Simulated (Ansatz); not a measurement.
SiO₂ (space group P4_32_12)

```
SiO2
1.0
    5.03022     0.00000     0.00000
    0.00000     5.03022     0.00000
    0.00000     0.00000     7.01275
Si O
4 8
Direct
  0.20224   0.20224   0.00000
  0.29776   0.70224   0.75000
  0.79776   0.79776   0.50000
  0.70224   0.29776   0.25000
  0.60125   0.73971   0.67800
  0.76029   0.10125   0.42800
  0.39875   0.26029   0.17800
  0.23971   0.89875   0.92800
  0.10125   0.76029   0.57200
  0.26029   0.39875   0.82200
  0.89875   0.23971   0.07200
  0.73971   0.60125   0.32200
```

The slice is a (010) plane (indices of the conventional cell) through the point (0.760, 0.101, 0.428) (fractional), spanned by u = [100] and v = [001] in vectors of this cell: u (5.03 Å) and v (7.01 Å, at 90° to u). It covers one period; positions are fractions (u, v).

Calculation: PBEsol (plane waves to 420 eV, PAW, scalar-relativistic; Ansatz, a program for electronic structure). k mesh 5×5×4. Inside the PAW spheres the values are not all-electron values, and peaks at nuclei hang on which shells count as valence. SiO2 was relaxed with its symmetry unable to fall.

Q: Sketch the density of the highest valence band (whole band, smooth part) on this plane as a map.

A: 
```
v \ u   0.00   0.15   0.30   0.45   0.60   0.75   0.90
-----  -----  -----  -----  -----  -----  -----  -----
0.93   0.039  0.033  0.001  0.000  0.001  0.002  0.042
0.86   0.005  0.003  0.000  0.001  0.009  0.003  0.003
0.79   0.002  0.004  0.001  0.003  0.041  0.018  0.001
0.71   0.011  0.040  0.005  0.003  0.035  0.015  0.001
0.64   0.016  0.088  0.008  0.001  0.005  0.003  0.001
0.57   0.007  0.023  0.002  0.000  0.002  0.000  0.001
0.50   0.001  0.002  0.002  0.003  0.005  0.000  0.000
0.43   0.000  0.000  0.001  0.003  0.002  0.000  0.000
0.36   0.000  0.000  0.000  0.000  0.000  0.000  0.000
0.29   0.000  0.000  0.000  0.000  0.000  0.000  0.000
0.21   0.000  0.000  0.000  0.000  0.000  0.000  0.000
0.14   0.005  0.002  0.000  0.001  0.000  0.001  0.005
0.07   0.051  0.020  0.000  0.000  0.000  0.004  0.067
0.00   0.003  0.070  0.002  0.000  0.000  0.006  0.177
```

Values: density of the highest valence band (whole band, smooth part) in e/Å³.
